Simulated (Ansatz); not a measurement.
The start is a generated cell, FeSi placed in the WC structure type. Cell shape, volume and atoms are optimised at zero target pressure with PBE (plane waves to 420 eV, PAW, scalar-relativistic; Ansatz, an electronic-structure program). The first steps use a coarse 8×8×8 k-mesh.

Starting cell:
```
FeSi
1.0
    3.16702     0.00000     0.00000
   -1.58351     2.74272     0.00000
    0.00000     0.00000     3.09086
Fe Si
1 1
Cartesian
  0.00000   0.00000   0.00000
  1.58351   0.91424   1.54543
```
Spin-polarised start, with parallel moments on Fe.

Question: What pressure does the first self-consistent step give?

Answer: -13 GPa (negative: the cell is under tension).

Question: How much energy is released per atom?

Answer: 0.15 eV/atom.

Question: How does the volume per atom move from start to end?

Answer: -15.4 %, from 13.42 to 11.35 Å³/atom.

Question: What band gap does the relaxed structure have at this level?

Answer: Zero (metallic).

Question: What magnetic moments remain?

Answer: Net 0.34 μB/atom, ferromagnetic.

Question: What does it relax into? Give the structure.

Answer: 
Space group P-6m2 (No. 187); a = b = 2.7356 Å, c = 3.5036 Å, α = β = 90.00°, γ = 120.00°

```json
[
 {"atom": "Fe", "site": "1a", "symmetry": "-6m2", "x": "0.0000", "y": "0.0000", "z": "0.0000"},
 {"atom": "Si", "site": "1d", "symmetry": "-6m2", "x": "0.3333", "y": "0.6667", "z": "0.5000"}
]
```

The space group stays P-6m2 (No. 187) (the run could not lower it), with 2 atoms in the primitive magnetic cell. Final values are on a 19×19×13 k-mesh of the relaxed cell. Spin state reached: ferromagnetic (net 0.34 μB/atom), from parallel starting moments; other spin orders were not run from this start.

The run could not lose the symmetry of its start: the end is stationary, and may be a saddle point rather than a minimum.

All atoms sit on sites fixed by symmetry, so only the cell could relax.

The relaxed structure here is a generated cell of FeSi: the first start was made by placing the elements on the sites of a structure type, and the end was not matched to a known phase here, so it may be hypothetical.
